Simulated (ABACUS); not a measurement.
Worked example: self-consistent single point of a (001) slab of In3GaN4 (cut from a parent of space group no. 156; 8 atoms in the cell) in ABACUS.

Level of theory: PBEsol, numerical atomic orbitals DZP (confined pseudo-atomic orbitals; energy shift 0.01 Ry), PseudoDojo 0.4 standard norm-conserving PBEsol (tails mended) pseudopotentials in ABACUS.

```yaml
crystal:
  lattice:
    - [3.49288, 0.00000, 0.00000]
    - [-1.74644, 3.02492, 0.00000]
    - [0.00000, 0.00000, 24.79050]
  atoms:
    - { symbol: In, position: [0.00000, 0.00000, 0.48995] }
    - { symbol: In, position: [0.33333, 0.66667, 0.60848] }
    - { symbol: In, position: [0.33333, 0.66667, 0.37127] }
    - { symbol: Ga, position: [0.00000, 0.00000, 0.71763] }
    - { symbol: N, position: [0.00000, 0.00000, 0.63885] }
    - { symbol: N, position: [0.00000, 0.00000, 0.40223] }
    - { symbol: N, position: [0.33333, 0.66667, 0.28237] }
    - { symbol: N, position: [0.33333, 0.66667, 0.52050] }
```

Reference input (self-consistent single point, DFT, PBEsol, numerical atomic orbitals DZP (confined pseudo-atomic orbitals; energy shift 0.01 Ry), PseudoDojo 0.4 standard norm-conserving PBEsol (tails mended) pseudopotentials): basis = DZP numerical atomic orbitals, energy shift 0.01 Ry; KPT = Gamma 14 14 1 0 0 0; basis_type = lcao; ecutwfc = 100 Ry; smearing_method = mp; smearing_sigma = 0.00734986 Ry; potentials = PseudoDojo 0.4 standard norm-conserving PBEsol (tails mended); symmetry = 1; symmetry_prec = 1e-05; ks_solver = scalapack_gvx; scf_nmax = 100; scf_thr = 1.0e-07. This run's input differs from it in these lines:

```diff
@@ -7,3 +7,3 @@
 orbital_dir          ./
-ecutwfc              100.0
+ecutwfc              40.0
 symmetry             1
```

The program printed (abridged):

```
 SELF-CONSISTENT
 -------------------------------------------

                  longest orb rcut (Bohr) = 8.3
   longest nonlocal projector rcut (Bohr) = 2.42
                     search radius (Bohr) = 21.4

                          real space grid = [ 27, 27, 192 ]
                                 init_chg = atomic

 LCAO ALGORITHM --------------- ION=   1  ELEC=   1--------------------------------

 Density error is 0.124779557201
 E_KohnSham     -630.7670700706      -8582.0262637252
 E_Fermi        0.0072898704         0.0991837755

 LCAO ALGORITHM --------------- ION=   1  ELEC=   2--------------------------------

   [... lines left out ...]

   [... 26 blocks of this kind left out ...]

 LCAO ALGORITHM --------------- ION=   1  ELEC=  29--------------------------------

 Density error is 1.47866150685e-07
 E_KohnSham     -632.3873698387      -8604.0715730399
 E_Fermi        0.0795462045         1.0822816360

 LCAO ALGORITHM --------------- ION=   1  ELEC=  30--------------------------------

 Density error is 5.13927932925e-08
 E_KohnSham     -632.3873699630      -8604.0715747308
 E_KS(sigma->0) -632.3873162709      -8604.0708442127
 E_entropy(-TS) -0.0001610762        -0.0021915544
 E_Fermi        0.0795493021         1.0823237811
 charge density convergence is achieved
 final etot is -8604.0715747 eV
 EFERMI = 1.0823237811 eV

 STATE ENERGY(eV) AND OCCUPATIONS    NSPIN == 1
   [... 43 lines left out ...]

 --------------------------------------------
 !FINAL_ETOT_IS -8604.0715747308204300 eV
 --------------------------------------------
```

The run converged in 30 iterations. Against the reference run the free energy falls by 8.4 meV/atom.

The atom-centred basis is finite, which shifts total energies against plane waves. No dipole correction was used; where the two faces of such a cut differ, images can couple through a dipole. Forces and stress are left out: the polarisation orbitals used for some of these elements are too diffuse to give them reliably, and gaps can carry the same lack. This run is one point of a test of settings, so its values need not be converged; read them against the reference run alone. The bare cut can leave dangling bonds, and the run has no spin polarisation, so a lower magnetic or reconstructed surface may exist.

Cost on one core: about 60 core-seconds (a rough figure).

The atomic orbitals were generated for these runs; they are not ABACUS's published sets and were checked against plane waves on a few crystals only.

“Tails mended”: in these copies of the files the far tail of each local potential was reset to the Coulomb form.
